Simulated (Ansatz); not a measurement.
KTaO$_{3}$:
```yaml
crystal:
  lattice:
    - [3.99013, 0.00000, 0.00000]
    - [0.00000, 3.99013, 0.00000]
    - [0.00000, 0.00000, 3.99013]
  atoms:
    - { symbol: K, position: [0.00000, 0.00000, 0.00000] }
    - { symbol: Ta, position: [0.50000, 0.50000, 0.50000] }
    - { symbol: O, position: [0.00000, 0.50000, 0.50000] }
    - { symbol: O, position: [0.50000, 0.50000, 0.00000] }
    - { symbol: O, position: [0.50000, 0.00000, 0.50000] }
```

The program Ansatz at the r²SCAN level (PAW) gives a gap of 2.63 eV without spin–orbit coupling, maximum at R, minimum at Γ.

What happens when spin–orbit coupling is switched on?

The gap shrinks by 0.15 eV, to 2.48 eV; maximum at R, minimum at Γ.

Give the electron effective mass with spin–orbit coupling, band 1 of 2 at the edge.

0.78 along [100], 0.54 along [110], 0.44 along [111] (mₑ).

Give the electron effective mass with spin–orbit coupling, band 2 of 2 at the edge.

0.28 along [100], 0.33 along [110], 0.38 along [111] (mₑ).

Space group Pm-3m (cubic perovskite). The cell was relaxed with r²SCAN under the symmetry of its start; phonons on a q-mesh show weakly imaginary modes. The run is not spin-polarised.

Potentials: the later of the program's two PAW sets.
